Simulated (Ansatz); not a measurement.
KPH2O4:
```cif
data_H16K8O32P8
_chemical_formula_sum 'K8 H16 P8 O32'
_space_group_name_H-M_alt 'Fdd2'
_space_group_IT_number 43
_space_group_name_Hall 'F 2 -2d'
_cell_length_a 10.51884
_cell_length_b 10.60179
_cell_length_c 6.92238
_cell_angle_alpha 90.000
_cell_angle_beta 90.000
_cell_angle_gamma 90.000
loop_
_atom_site_label
_atom_site_type_symbol
_atom_site_symmetry_multiplicity
_atom_site_Wyckoff_symbol
_atom_site_fract_x
_atom_site_fract_y
_atom_site_fract_z
_atom_site_occupancy
K1 K 8 a 0.25000 0.25000 0.00052 1
H1 H 16 b 0.18854 0.04269 0.36988 1
P1 P 8 a 0.00000 0.00000 0.23741 1
O1 O 16 b 0.03143 0.11703 0.11684 1
O2 O 16 b 0.13347 0.21892 0.62277 1
```
(The calculation used a cell of 16 atoms; values per cell refer to that cell.)

Relaxed with PBEsol. Plane-wave PAW PBEsol (Ansatz code) gives a gap of 5.63 eV.

Q: What gap does HSE06 give on the same cell (Ansatz, PAW)?

A: 7.43 eV, 1.80 eV more. The hybrid was solved on a coarser mesh and at special points; the gap given is the minimum over both.

```csv
k,v1 PBEsol,c1 PBEsol,v1 HSE06,c1 HSE06
Γ,-0.03,5.63,-0.04,7.43
T,0.00,7.63,…,…
Z,-0.12,7.96,…,…
Y,-0.19,7.60,-0.22,9.44
Λ0,-0.11,7.96,-0.14,9.83
G0,-0.09,8.04,…,…
L,-0.05,7.42,…,…
```

Q: Top valence (v1) and lowest conduction level (c1) in eV from each method's valence maximum (which need not be a listed point): supply the withheld HSE06 values.

A: 
- G0, v1 HSE06: -0.10
- G0, c1 HSE06: 9.95
- Z, v1 HSE06: -0.15
- Z, c1 HSE06: 9.82
- T, v1 HSE06: 0.00
- T, c1 HSE06: 9.48
- L, v1 HSE06: -0.06
- L, c1 HSE06: 9.32

Cost on shared cores: the PBEsol run (SCF on a 6×6×6 mesh, then bands and DOS) very roughly 4 core-minutes, the HSE06 run (SCF on 3×3×3, then a few points) around 4 core-minutes (rough); the tasks are unlike.

The workflow started from a Materials Project entry (that database holds measured and hypothetical structures alike); the Crystallography Open Database files this formula in space group No. 43, but the cells were not matched. Its standing as an ambient phase is unchecked. Symmetry was held in the PBEsol relaxation; its stability against distortions is not shown here.

Potentials: the earlier of the program's two PAW sets. The files were generated under PBE; for other functionals the program regenerates the frozen cores, and for LDA and PBEsol the local potential too.
